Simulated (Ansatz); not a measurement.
BeTe:
```cif
data_BeTe
_chemical_formula_sum 'Be1 Te1'
_space_group_name_H-M_alt 'P 1'
_space_group_IT_number 1
_cell_length_a 3.96318
_cell_length_b 3.96318
_cell_length_c 3.96318
_cell_angle_alpha 60.000
_cell_angle_beta 60.000
_cell_angle_gamma 60.000
loop_
_space_group_symop_operation_xyz
  'x, y, z'
loop_
_atom_site_label
_atom_site_type_symbol
_atom_site_fract_x
_atom_site_fract_y
_atom_site_fract_z
_atom_site_occupancy
Be1 Be 0.00000 0.00000 0.00000 1
Te1 Te 0.25000 0.25000 0.25000 1
```

Relaxed with PBEsol.

Question: Give the optical modes at the zone centre with their infrared activity from DFPT, PBEsol in the plane-wave PAW code Ansatz.

Answer: Transverse frequencies, without the LO–TO term; a row sums one degenerate level.

```
ω (cm⁻¹)  degeneracy  IR ((D/Å)²/amu)  activity  symmetry
--------  ----------  ---------------  --------  --------
470                3            14.04        IR        T2
```

Space group F-43m (zinc blende). Symmetry was held in the PBEsol relaxation. Scalar-relativistic: spin–orbit coupling is off unless named, which matters more the heavier the elements.

Potentials: the earlier of the program's two PAW sets. The files were generated under PBE; for other functionals the program regenerates the frozen cores, and for LDA and PBEsol the local potential too.
